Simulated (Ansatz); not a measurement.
One element of this relaxed crystal is hidden as X:

```
cell (Å)
  4.526 0.000 0.000
  0.000 2.759 0.000
  0.000 0.000 4.835
  Ti 0.2500 0.0000 0.7013
  Ti 0.7500 0.0000 0.2987
  X 0.2500 0.5000 0.1866
  X 0.7500 0.5000 0.8134
```

All-electron LAPW in Ansatz 0.2.0 under PBEsol, scalar-relativistic and without spin polarisation, finds it within 0.01 GPa of zero pressure, with a formation energy of -0.57 eV/atom from the elements, no gap. The structure needn't be the ground state.

Which element is X?

Pd, which makes the crystal TiPd. Other candidates weren't computed, and some may come near.
